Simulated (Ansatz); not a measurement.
Si₂W:
Space group I4/mmm (No. 139); a = b = 3.2029 Å, c = 7.8166 Å, α = β = γ = 90.00°

```tsv
atom	site	symmetry	x	y	z
Si	4e	4mm	0.0000	0.0000	0.3345
W	2a	4/mmm	0.0000	0.0000	0.0000
```
(The calculation used a cell of 3 atoms; values per cell refer to that cell.)

This is the PBEsol-relaxed structure.

All from the program Ansatz at the PBEsol level (PAW), unless another level is named. Estimate the electronic character.

metallic (no gap).

What about the density of states at the Fermi level?

0.07 states/eV per atom (mean over ±0.08 eV).

Next, the formation energy from the elements (no fitted shifts)?

-0.45 eV/atom.

What about the gap with spin–orbit coupling?

none (metallic).

Symmetry was held in the PBEsol relaxation. No spin polarisation was allowed. The references are the lowest solids computed at this level, not always the standard phases. Scalar-relativistic: spin–orbit coupling is off unless named, which matters more the heavier the elements.

Potentials: the earlier of the program's two PAW sets. The files were generated under PBE; for other functionals the program regenerates the frozen cores, and for LDA and PBEsol the local potential too.
